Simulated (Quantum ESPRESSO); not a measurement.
# Planted mistakes on one cell of Hf3AlO7F

The results below are calculated, not measured. They come from pw.x of Quantum ESPRESSO 7.5, a plane-wave density functional program, with PseudoDojo standard norm-conserving files (v0.5 for PBE, v0.4.1 for LDA and PBEsol). The cells are made up: elements, strain and atom displacements were drawn at random, and nothing was relaxed. There is no spin polarisation, spin-orbit coupling or dispersion term.

The hafnium file is less sure than the others, with forces about 3 percent (worst 6) and pressure in oxides about 1.5 GPa (worst 2.7) from a second method in checks, which no rerun with the same files tests.

The cell has 12 sites of a rutile lattice (two cells along c). Sites 1 to 4 hold Hf Hf Al Hf; sites 5 to 12 hold O F O O O O O O. Cell vectors in Å: (4.893, -0.005, 0.010); (-0.005, 4.742, -0.067); (0.014, -0.088, 6.253). Settings: PBE, cutoff 1143 eV, 5 x 5 x 4 k mesh shifted by half a step, Fermi-Dirac smearing of 0.025 eV.

The intended run has a self-consistency threshold of 1e-07 eV, a smearing term of 0.000 eV, a pressure of 1.11 GPa and 14 iterations. Each further run changes one thing: all lengths scaled by 0.9809; atoms of sites 6 and 12 exchanged; cutoff 700 eV; files of LDA; one electron added; smearing 0.77 eV; threshold 0.6 eV. A coarse mesh keeps the shift, and a charged cell sits in a uniform background.

```
run  change of free energy (eV)  smearing term -TS (eV)  change of P (GPa)  largest change of a force component (eV/Å)  iterations
  A                      -0.567                  -2.545               2.05                                       0.545          14
  B                      12.404                  -0.004              18.50                                       1.351          14
  C                       4.362                   0.000             -25.30                                       0.039          14
  D                       0.391                   0.000              13.73                                       0.503          13
  E                       0.029                   0.000               0.35                                       4.144          14
  F                       0.095                   0.000               2.45                                       0.332           5
  G                       1.909                   0.000             -13.39                                       0.395          14
```

A rerun of the intended cell at 1437 eV and k mesh 7 x 7 x 6 moved values by no more than 0.004 eV in the cell's energy, 0.03 GPa in stress and 0.003 eV/Å in force.

Question: which change belongs to which run?

## Worked reading

Run F has the fewest iterations, as a run stopped early does. Run A has the largest smearing term, as wide smearing gives. Run C has a higher energy and the largest fall in pressure, as too small a basis gives. Run D changes the volume by a factor of 0.9438; minus its pressure change over the logarithm of that factor, 237 GPa, is a rough bulk modulus with clamped atoms. Energies from files of another functional, or of a charged cell, have another zero and say nothing on stability; the pressure of a charged cell rests on the program's zero of potential too.

## Key

```
run,change
A,smearing 0.77 eV
B,one electron added
C,cutoff 700 eV
D,all lengths scaled by 0.9809
E,atoms of sites 6 and 12 exchanged
F,threshold 0.6 eV
G,files of LDA
```